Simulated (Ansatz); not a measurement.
GaAs in space group P4/mmm (No. 123; Ga on 1b, As on 1a) under volume change, r²SCAN (plane waves, PAW; program Ansatz), shape and atoms relaxed at each volume.

| V (Å³/atom) | E − E(relaxed) (meV/atom) | P (GPa) |
|---|---|---|
| 17.807 | 42.3 | 8.39 |
| 18.394 | 17.7 | 5.11 |
| 18.981 | [?] | [?] |
| 19.568 | 0.0 | 0.00 |
| 20.155 | [?] | [?] |
| 20.742 | 14.2 | -3.66 |
| 21.329 | 30.3 | -5.10 |

Question: Some entries are withheld; supply them.

Answer: 
- 18.981, E − E(relaxed) (meV/atom): 4.2
- 18.981, P (GPa): 2.35
- 20.155, E − E(relaxed) (meV/atom): 3.7
- 20.155, P (GPa): -1.98

Question: What does a third-order Birch–Murnaghan fit give for V₀, B₀ and B′?

Answer: V₀ = 19.57 Å³/atom, B₀ = 71.8 GPa, B′ = 4.5.

The workflow started from a Materials Project entry (that database holds measured and hypothetical structures alike); the Crystallography Open Database copy checked does not list it. It is not the phase usual at ambient conditions (space group No. 216). Symmetry was held in the r²SCAN relaxation; of distortions, only those at the zone centre were tested.

Potentials: the earlier of the program's two PAW sets.
